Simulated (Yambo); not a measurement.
A G0W0@PBEsol run in Yambo for CsO (space group Immm, No. 71) (4×4×4 Γ-centred k mesh, 110 bands and a 6 Ry block in the screening, 110 bands in G with the Bruneval-Gonze terminator, plasmon pole fitted at 27.2 eV) gives these matrix elements, in eV, at the band edges (Γ → Γ):

```json
[
 {"state": "valence edge", "E0": "0.000", "<Vxc>": "-19.538", "<Σx>": "-25.090", "<Σc(E0)>": "4.445", "Z": "0.776"},
 {"state": "conduction edge", "E0": "1.868", "<Vxc>": "-7.411", "<Σx>": "-3.474", "<Σc(E0)>": "-3.333", "Z": "0.862"}
]
```

Problem. Solve the linearised quasiparticle equation for both states, give the gap, and say how exchange and correlation each act on it.

Solution. E = E0 + Z(Σx + Σc − Vxc). Valence: 0.000 + 0.776 × (-25.090 + (4.445) − (-19.538)) = -0.86 eV. Conduction: 1.868 + 0.862 × (-3.474 + (-3.333) − (-7.411)) = 2.39 eV. The gap is 3.25 eV, against 1.87 eV in PBEsol. Replacing Vxc by bare exchange alone would open it by 9.49 eV; correlation takes back 7.78 eV of that, and Z scales what is left. Convergence of the G0W0 settings was not tested. The mesh misses a band edge: along a dense path the PBEsol gap is 1.72 eV against 1.87 eV on the mesh. 

Geometry relaxed with PBEsol; primitive cell a = b = c = 5.3360 Å, α = 132.85°, β = 106.91°, γ = 91.67°.

The structure is a Materials Project entry; no match was found in the copy of COD used, and its stability was not checked.
